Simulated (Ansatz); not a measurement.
A relaxation computed with Ansatz, from input to last step.

```yaml
crystal:
  lattice:
    - [4.5593, -2.63231307, 0.0]
    - [-4.55929999, -2.63231307, 0.0]
    - [0.0, 0.0, -6.565392]
  atoms:
    - { symbol: B, position: [0.0039204543, 0.3362878565, 0.2491951487] }
    - { symbol: B, position: [0.9972607362, 0.331889766, 0.7498037736] }
    - { symbol: B, position: [0.3365939814, 0.0043653208, 0.2480589349] }
    - { symbol: B, position: [0.340049387, 0.0046317661, 0.7496303368] }
    - { symbol: B, position: [0.6703362055, 0.6711050802, 0.2502962599] }
    - { symbol: B, position: [0.6636073535, 0.6611335462, 0.7510815442] }
    - { symbol: B, position: [0.3348469987, 0.3234750047, 0.2450144792] }
    - { symbol: B, position: [0.335049499, 0.333256947, 0.7522857246] }
    - { symbol: B, position: [0.6727745509, 0.0022782549, 0.2523699902] }
    - { symbol: B, position: [0.6621633246, 0.9928631093, 0.7488694591] }
    - { symbol: B, position: [0.0012612177, 0.6672302691, 0.2473030834] }
    - { symbol: B, position: [0.9968294041, 0.6644591537, 0.7532280138] }
    - { symbol: Mg, position: [0.9972610528, 0.9891540169, 0.5020422844] }
    - { symbol: Mo, position: [0.3236788388, 0.6592944186, 0.5039707735] }
    - { symbol: Mo, position: [0.3328135622, 0.6649811909, 0.0064432684] }
    - { symbol: Mo, position: [0.6612782832, 0.3317845619, 0.5055360349] }
    - { symbol: Mo, position: [0.9975597839, 0.9915487051, 0.9994364231] }
    - { symbol: Hf, position: [0.6656228855, 0.3386320718, 0.9950127746] }
  symmetry: { detect: false }
basis:
  ecutwfc: 420
kpoints:
  mp_grid: { grid: [3, 3, 2], shift: [0.0, 0.0, 0.5] }
hamiltonian:
  xc: pbe
scf:
  occupations: { method: gaussian, width: 0.1 }
  lower_state_search: "off"
output:
  forces: true
  stress: true
  eigenvalues: true
relax:
  adjacent_minimum: "off"
  f_tol: 0.04
  max_steps: 50
  cell: { stress_tol: 0.3 }
```

```bash
ansatz run input.yaml --threads 4 --pin off --max-ram 9216MiB --backend cpu --events-out ev --progress --plain --runs-dir out
```

Theory: DFT PBE, scalar-relativistic, plane waves, PAW in Ansatz.

Of 7 frames 7 are shown, positions in Å and forces in eV/Å; the SCF threshold varies from step to step. Steps run on the plane waves of an earlier cell, with a Pulay correction in the pressure. The basis is chosen afresh for the last frame, the zero of the energies, and can be on the way; energy and pressure step there, also at an unchanged geometry.

```xyz
18
Lattice="4.5593 -2.6323 0.0000 -4.5593 -2.6323 0.0000 0.0000 0.0000 -6.5654" Properties=species:S:1:pos:R:3:forces:R:3 pbc="T T T" step=1 free_energy_over_end_meV_per_atom=27.48 pressure_GPa=8.47
B    -1.5154   -0.8955   -1.6361    0.3870    0.1020   -0.3240
B     3.0336   -3.4987   -4.9228    0.5360   -0.2230    0.1610
B     1.5147   -0.8975   -1.6286    0.7240    0.7820   -0.3570
B     1.5293   -0.9073   -4.9216    0.0300    1.3150    0.1570
B    -0.0035   -3.5311   -1.6433   -0.1350    0.4510   -0.2950
B     0.0113   -3.4871   -4.9311   -0.7760   -0.3770    0.3890
B     0.0518   -1.7329   -1.6086   -1.4810   -0.4110   -0.6590
B     0.0082   -1.7592   -4.9391   -0.7640    0.5300    0.4370
B     3.0570   -1.7770   -1.6569   -0.1190    0.3910   -0.0470
B    -1.5078   -4.3565   -4.9166    0.2440   -0.1840    0.0180
B    -3.0364   -1.7597   -1.6236    0.2280   -0.4030   -0.4700
B     1.5154   -4.3730   -4.9452    0.3830   -0.7830    0.4350
Mg    0.0370   -5.2289   -3.2961   -0.3000   -0.3000    0.0700
Mo   -1.5302   -2.5875   -3.3088    0.0010   -0.2240    0.9180
Mo   -1.5145   -2.6265   -0.0423   -0.1210   -0.3800   -0.2540
Mo    1.5023   -2.6141   -3.3190    0.3060   -0.2070    0.3280
Mo    0.0274   -5.2360   -6.5617   -0.2640   -0.4070    0.2930
Hf    1.4908   -2.6435   -6.5326    1.1210    0.3290   -0.8010
18
Lattice="4.5831 -2.6584 0.0000 -4.5766 -2.6471 -0.0022 -0.0016 -0.0028 -6.6642" Properties=species:S:1:pos:R:3:forces:R:3 pbc="T T T" step=2 free_energy_over_end_meV_per_atom=7.48 pressure_GPa=0.05
B    -1.5211   -0.8836   -1.6905    0.2660   -0.0300    0.0040
B     3.0634   -3.5456   -4.9725    0.2320   -0.2100   -0.1420
B     1.5165   -0.8899   -1.6899    0.4380    0.4140   -0.0110
B     1.5377   -0.8912   -4.9683    0.1170    0.6230   -0.1490
B     0.0038   -3.5482   -1.6881   -0.0150    0.2560    0.0260
B     0.0036   -3.5262   -4.9834   -0.3700   -0.0480   -0.0500
B     0.0214   -1.7474   -1.6822   -0.5820   -0.3230   -0.0480
B     0.0043   -1.7749   -4.9789   -0.4380    0.1780   -0.0730
B     3.0703   -1.7737   -1.6937   -0.0040    0.1370    0.0250
B    -1.5145   -4.4002   -4.9783    0.2640    0.1200   -0.0470
B    -3.0451   -1.7707   -1.6822   -0.0280   -0.1050   -0.0510
B     1.5347   -4.4189   -4.9888    0.2830   -0.4440   -0.0110
Mg    0.0171   -5.2814   -3.3430   -0.0780   -0.1380    0.0080
Mo   -1.5344   -2.6254   -3.3168    0.1280   -0.0970    0.7910
Mo   -1.5263   -2.6613   -0.0629    0.1910    0.0270   -0.5290
Mo    1.5305   -2.6463   -3.3601   -0.0130   -0.0740   -0.0270
Mo    0.0225   -5.3022   -6.6548   -0.0210   -0.0240    0.2360
Hf    1.5546   -2.6442   -6.6589   -0.3710   -0.2620    0.0480
18
Lattice="4.5994 -2.6429 -0.0064 -4.6071 -2.6563 -0.0035 0.0021 -0.0124 -6.6660" Properties=species:S:1:pos:R:3:forces:R:3 pbc="T T T" step=3 free_energy_over_end_meV_per_atom=6.01 pressure_GPa=0.24
B    -1.5195   -0.8658   -1.6845   -0.1670    0.0200   -0.0330
B     3.0850   -3.5744   -4.9956   -0.1860    0.3530    0.0200
B     1.5320   -0.8622   -1.6880   -0.1930   -0.3750   -0.0370
B     1.5688   -0.8441   -4.9898   -0.2120   -0.6110   -0.0090
B     0.0067   -3.5360   -1.6937    0.1570   -0.1410   -0.0630
B    -0.0430   -3.5332   -4.9819    0.4190    0.0100   -0.0930
B    -0.0060   -1.7516   -1.6991    0.5030    0.1040    0.0330
B    -0.0373   -1.7739   -4.9830    0.4640   -0.0960   -0.0780
B     3.0831   -1.7606   -1.6789   -0.0820   -0.1910   -0.1360
B    -1.5225   -4.3903   -4.9953   -0.1380   -0.2180    0.0250
B    -3.0725   -1.7661   -1.6925   -0.0720    0.1660    0.0030
B     1.5693   -4.4531   -4.9847   -0.3150    0.4340   -0.0730
Mg   -0.0136   -5.3060   -3.3370    0.0920    0.0740   -0.1950
Mo   -1.5316   -2.6530   -3.1816   -0.0700    0.0900   -0.7140
Mo   -1.5080   -2.6568   -0.1896   -0.2890    0.0900    0.9620
Mo    1.5398   -2.6523   -3.4473   -0.0380    0.0470    0.4410
Mo   -0.0007   -5.3100   -6.6122    0.0080    0.0800   -0.1280
Hf    1.5330   -2.6617   -6.6524    0.1180    0.1630    0.0750
18
Lattice="4.6022 -2.6567 -0.0030 -4.6031 -2.6582 0.0001 0.0022 -0.0037 -6.6332" Properties=species:S:1:pos:R:3:forces:R:3 pbc="T T T" step=4 free_energy_over_end_meV_per_atom=0.83 pressure_GPa=-0.51
B    -1.5208   -0.8780   -1.6772    0.0170    0.0450   -0.0130
B     3.0828   -3.5616   -4.9636    0.0340   -0.0280    0.0060
B     1.5338   -0.8765   -1.6802   -0.0160   -0.0220   -0.0090
B     1.5574   -0.8666   -4.9612   -0.0040    0.0520    0.0040
B     0.0056   -3.5493   -1.6811    0.0320    0.0200   -0.0100
B    -0.0180   -3.5350   -4.9604   -0.0120   -0.0050   -0.0070
B     0.0074   -1.7568   -1.6796    0.0150   -0.0180   -0.0130
B    -0.0160   -1.7732   -4.9623   -0.0160    0.0180    0.0080
B     3.0851   -1.7716   -1.6788   -0.0270   -0.0130   -0.0330
B    -1.5196   -4.4039   -4.9611    0.0130    0.0250    0.0040
B    -3.0661   -1.7718   -1.6786   -0.0670    0.0170    0.0000
B     1.5573   -4.4429   -4.9633    0.0040   -0.0550    0.0060
Mg    0.0045   -5.3078   -3.3268    0.0050   -0.0190   -0.0310
Mo   -1.5331   -2.6443   -3.2327    0.0410   -0.0690    0.2650
Mo   -1.5246   -2.6606   -0.1086    0.0050    0.0220   -0.2450
Mo    1.5375   -2.6538   -3.3723    0.0100    0.0170   -0.0050
Mo    0.0122   -5.3114   -6.5978   -0.0250   -0.0210    0.0600
Hf    1.5435   -2.6579   -6.6225   -0.0060    0.0350    0.0140
18
Lattice="4.5992 -2.6566 -0.0028 -4.5984 -2.6554 -0.0001 0.0019 -0.0036 -6.6348" Properties=species:S:1:pos:R:3:forces:R:3 pbc="T T T" step=5 free_energy_over_end_meV_per_atom=0.41 pressure_GPa=-0.07
B    -1.5191   -0.8740   -1.6802    0.0050    0.0140    0.0050
B     3.0824   -3.5627   -4.9626    0.0020    0.0000   -0.0050
B     1.5305   -0.8771   -1.6823   -0.0160   -0.0140    0.0060
B     1.5575   -0.8637   -4.9612   -0.0090    0.0010   -0.0020
B     0.0087   -3.5470   -1.6821    0.0200    0.0000   -0.0010
B    -0.0176   -3.5327   -4.9615    0.0160   -0.0090   -0.0060
B     0.0087   -1.7559   -1.6822    0.0180    0.0010    0.0080
B    -0.0165   -1.7724   -4.9618    0.0040    0.0060   -0.0010
B     3.0817   -1.7729   -1.6821   -0.0120   -0.0130   -0.0050
B    -1.5164   -4.3991   -4.9608   -0.0030   -0.0030   -0.0080
B    -3.0672   -1.7683   -1.6801   -0.0270    0.0040    0.0060
B     1.5588   -4.4430   -4.9627   -0.0150   -0.0030   -0.0040
Mg    0.0060   -5.3067   -3.3293    0.0120   -0.0050   -0.0230
Mo   -1.5285   -2.6476   -3.2164    0.0190   -0.0130    0.0730
Mo   -1.5241   -2.6563   -0.1248    0.0090    0.0280   -0.0740
Mo    1.5380   -2.6522   -3.3766    0.0130    0.0040   -0.0030
Mo    0.0096   -5.3104   -6.5937    0.0100    0.0060    0.0000
Hf    1.5441   -2.6547   -6.6227   -0.0430   -0.0050    0.0330
18
Lattice="4.6001 -2.6558 -0.0013 -4.6003 -2.6562 -0.0004 0.0006 -0.0021 -6.6325" Properties=species:S:1:pos:R:3:forces:R:3 pbc="T T T" step=6 free_energy_over_end_meV_per_atom=0.37 pressure_GPa=0.00
B    -1.5200   -0.8722   -1.6794    0.0060   -0.0080   -0.0040
B     3.0812   -3.5625   -4.9601    0.0130    0.0210    0.0020
B     1.5289   -0.8775   -1.6804    0.0120    0.0020   -0.0030
B     1.5571   -0.8619   -4.9588   -0.0130   -0.0020    0.0010
B     0.0089   -3.5477   -1.6806    0.0020    0.0180   -0.0050
B    -0.0194   -3.5317   -4.9588    0.0140   -0.0080   -0.0030
B     0.0097   -1.7549   -1.6807   -0.0080   -0.0060    0.0000
B    -0.0189   -1.7718   -4.9591    0.0100    0.0120    0.0000
B     3.0813   -1.7736   -1.6804   -0.0080    0.0090   -0.0040
B    -1.5190   -4.3973   -4.9591    0.0080   -0.0190   -0.0030
B    -3.0711   -1.7683   -1.6792    0.0110    0.0000   -0.0080
B     1.5576   -4.4423   -4.9599   -0.0160    0.0050    0.0030
Mg    0.0053   -5.3070   -3.3304    0.0070   -0.0020    0.0140
Mo   -1.5274   -2.6489   -3.2091   -0.0060   -0.0130    0.0230
Mo   -1.5253   -2.6527   -0.1319   -0.0130    0.0020    0.0060
Mo    1.5399   -2.6511   -3.3797   -0.0060   -0.0050    0.0380
Mo    0.0077   -5.3077   -6.5856   -0.0130   -0.0070   -0.0320
Hf    1.5404   -2.6526   -6.6160    0.0010    0.0010   -0.0240
18
Lattice="4.6001 -2.6558 -0.0013 -4.6003 -2.6562 -0.0004 0.0006 -0.0021 -6.6325" Properties=species:S:1:pos:R:3:forces:R:3 pbc="T T T" step=7 free_energy_over_end_meV_per_atom=0.00 pressure_GPa=0.04
B    -1.5200   -0.8722   -1.6794    0.0060   -0.0080   -0.0040
B     3.0812   -3.5625   -4.9601    0.0130    0.0210    0.0020
B     1.5289   -0.8775   -1.6804    0.0120    0.0020   -0.0030
B     1.5571   -0.8619   -4.9588   -0.0130   -0.0020    0.0010
B     0.0089   -3.5477   -1.6806    0.0020    0.0180   -0.0050
B    -0.0194   -3.5317   -4.9588    0.0140   -0.0080   -0.0030
B     0.0097   -1.7549   -1.6807   -0.0080   -0.0050    0.0000
B    -0.0189   -1.7718   -4.9591    0.0110    0.0120    0.0000
B     3.0813   -1.7736   -1.6804   -0.0080    0.0090   -0.0040
B    -1.5190   -4.3973   -4.9591    0.0080   -0.0190   -0.0030
B    -3.0711   -1.7683   -1.6792    0.0110    0.0000   -0.0080
B     1.5576   -4.4423   -4.9599   -0.0170    0.0060    0.0030
Mg    0.0053   -5.3070   -3.3304    0.0070   -0.0020    0.0140
Mo   -1.5274   -2.6489   -3.2091   -0.0060   -0.0130    0.0230
Mo   -1.5253   -2.6527   -0.1319   -0.0130    0.0020    0.0060
Mo    1.5399   -2.6511   -3.3797   -0.0060   -0.0050    0.0380
Mo    0.0077   -5.3077   -6.5856   -0.0130   -0.0070   -0.0320
Hf    1.5404   -2.6526   -6.6160    0.0010    0.0010   -0.0250
```

The run took 30 s on 4 threads of AMD EPYC 7B13 (Zen 3) (shared host), peak memory 0.71 GiB.

The k mesh is coarse. Spin–orbit coupling is left out, which can shift energies with elements as heavy as these.